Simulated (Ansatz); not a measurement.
rutile-structured SnO2

Level of theory: DFT, r²SCAN, scalar-relativistic, no spin polarisation; plane waves to 500 eV with PAW datasets (Ansatz 0.2.0), 6×6×10 k-mesh, Gaussian smearing of 0.05 eV. The datasets are Ansatz's generated set soft_2.

```
CELL_PARAMETERS angstrom
4.76024 0.00000 0.00000
0.00000 4.76024 0.00000
0.00000 0.00000 3.20078
ATOMIC_POSITIONS crystal
Sn 0.00000 0.00000 0.00000
Sn 0.50000 0.50000 0.50000
O 0.30591 0.30591 0.00000
O 0.80591 0.19409 0.50000
O 0.19409 0.80591 0.50000
O 0.69409 0.69409 0.00000
```

The start was a prototype's sites filled with these elements; the Crystallography Open Database holds the compound in this structure.

Task: Which orbitals make up the states within about 0.6 eV of each band edge?

Result: Valence edge: O 2p 99 %. Conduction edge: Sn 5s 57 %, O 2s 29 %, O 2p 13 %. Shares are among the projected shells; the gap is 1.77 eV.

Density of states (tetrahedra, averaged over 0.5 eV; states/eV per cell of 6 atoms; energy in eV from the Fermi level; projections on Löwdin-orthogonalised atomic orbitals, summed over sites):

```
    E  total  O 2p  Sn 5p  Sn 5s  O 2s  Sn 4d
-6.60    0.9   0.6    0.1    0.2   0.1    0.0
-6.10    1.6   1.1    0.3    0.1   0.0    0.0
-5.60    2.5   1.8    0.4    0.1   0.1    0.0
-5.10    3.2   2.5    0.6    0.1   0.1    0.0
-4.60    3.9   3.1    0.6    0.1   0.1    0.0
-4.10    3.2   2.6    0.4    0.0   0.1    0.0
-3.60    3.1   2.6    0.3    0.0   0.1    0.0
-3.10    3.2   2.8    0.2    0.0   0.1    0.0
-2.60    4.8   4.5    0.1    0.0   0.0    0.1
-2.10    7.8   7.5    0.1    0.0   0.0    0.1
-1.60    7.0   6.8    0.0    0.0   0.0    0.0
-1.10    0.7   0.7    0.0    0.0   0.0    0.0
-0.60    0.0   0.0    0.0    0.0   0.0    0.0
-0.10    0.0   0.0    0.0    0.0   0.0    0.0
 0.40    0.0   0.0    0.0    0.0   0.0    0.0
 0.90    0.0   0.0    0.0    0.0   0.0    0.0
 1.40    0.0   0.0    0.0    0.0   0.0    0.0
 1.90    0.1   0.0    0.0    0.0   0.0    0.0
 2.40    0.2   0.0    0.0    0.1   0.0    0.0
 2.90    0.2   0.1    0.0    0.1   0.0    0.0
 3.40    0.3   0.1    0.0    0.2   0.1    0.0
 3.90    0.6   0.2    0.0    0.2   0.1    0.0
```

Crossing the gap moves an electron from the anion's filled p shell to the metal's empty orbitals, as in polar semiconductors.

Semilocal functionals underestimate band gaps, commonly by a third or more.
